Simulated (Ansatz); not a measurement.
TiB₂ (MoSi2 or CaC2 type, I4/mmm) at seven volumes, DFT-PBE in the program Ansatz with PAW potentials, shape and atoms relaxed at each. One row is withheld.

| V (Å³/atom) | P (GPa) |
|---|---|
| 9.328 | ? |
| 9.635 | 11.07 |
| 9.943 | 5.12 |
| 10.251 | 0.00 |
| 10.558 | -4.40 |
| 10.866 | -8.17 |
| 11.173 | -11.41 |

Problem. Fit the shown pressures and predict the withheld one.

Solution. P = (3/2)B₀(x^(7/2) − x^(5/2))[1 + (3/4)(B′ − 4)(x − 1)] with x = (V₀/V)^(2/3). Least squares on the six rows gives V₀ = 10.251 Å³/atom, B₀ = 158 GPa, B′ = 4.05. At V = 9.328, x = 1.0649 and P = 18.05 GPa. The run itself gave 17.98 GPa.

A made-up cell: these elements were put on the sites of a structure type; neither database checked (COD, Materials Project) lists it. It is not the phase usual at ambient conditions (space group No. 191). Symmetry was held in the PBE relaxation; whether a distortion lowers the energy is not shown. The run is not spin-polarised.

Potentials: the later of the program's two PAW sets.
